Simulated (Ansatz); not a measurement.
MgO:
```cif
data_Mg4O4
_chemical_formula_sum 'Mg4 O4'
_space_group_name_H-M_alt 'P 1'
_space_group_IT_number 1
_cell_length_a 5.51039
_cell_length_b 5.51039
_cell_length_c 3.27622
_cell_angle_alpha 90.000
_cell_angle_beta 90.000
_cell_angle_gamma 90.000
loop_
_space_group_symop_operation_xyz
  'x, y, z'
loop_
_atom_site_label
_atom_site_type_symbol
_atom_site_fract_x
_atom_site_fract_y
_atom_site_fract_z
_atom_site_occupancy
Mg1 Mg 0.32052 0.67948 0.00000 1
Mg2 Mg 0.67948 0.32052 0.00000 1
Mg3 Mg 0.82052 0.82052 0.50000 1
Mg4 Mg 0.17948 0.17948 0.50000 1
O1 O 0.31659 0.31659 0.00000 1
O2 O 0.68341 0.68341 0.00000 1
O3 O 0.18341 0.81659 0.50000 1
O4 O 0.81659 0.18341 0.50000 1
```

Relaxed with PBEsol.

Problem. Decompose the optical modes at the zone centre into irreducible representations, and say which are infrared and Raman allowed.

Solution. Point group 4/mmm: Γ_opt = 2A1g + 2A2g + A2u + 2B1g + 2B1u + 2B2g + 2Eg + 3Eu. Infrared: A2u, Eu. Raman: A1g, B1g, B2g, Eg.

Problem. Assign frequencies (DFPT, PBEsol (plane waves, PAW; program Ansatz); without the LO–TO term).

Solution. B1g 103, Eg 152, B1u 261, A1g 305, Eu 356, A2g 357, B1g 377, A2g 456, Eu 463, B2g 466, Eu 516, Eg 543, B1u 551, A2u 556, A1g 567, B2g 603 cm⁻¹.

Subscripts of B labels follow the axes of the standard setting.

Space group P4_2/mnm. The start of the workflow was typed in or built on a structure type; neither database checked (COD, Materials Project) lists it. It is not the phase usual at ambient conditions (space group No. 225). The PBEsol relaxation kept the symmetry of its start; phonons on a q-mesh show no instability.

Potentials: the later of the program's two PAW sets.
